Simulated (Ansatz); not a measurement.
In plane-wave PAW PBEsol (Ansatz code), SiC in the orthorhombic phase (Pnma; Si on 4c, C on 4c) relaxes to a = 5.814 Å, b = 3.125 Å, c = 5.189 Å. Against the elements it lies at -0.050 eV/atom, with no fitted shifts.

The Kohn–Sham gap is 2.49 eV (indirect). The screened hybrid HSE06 puts the gap at 3.57 eV. The hole mass is 0.60, 1.5, 2.2 mₑ (principal values).

The elastic constants imply a Debye temperature near 855 K. Born charges are Si +2.67, C -2.67 e. The phonon dispersion is stable (no imaginary branch). Without the LO–TO term the highest mode at Γ lies at 29.13 THz.

The start of the workflow was typed in or built on a structure type; neither database checked (COD, Materials Project) lists it. It is not the phase usual at ambient conditions (space group No. 186, 216). The cell was relaxed with PBEsol under the symmetry of its start. The references are the lowest solids computed at this level, not always the standard phases.

Potentials: the later of the program's two PAW sets.
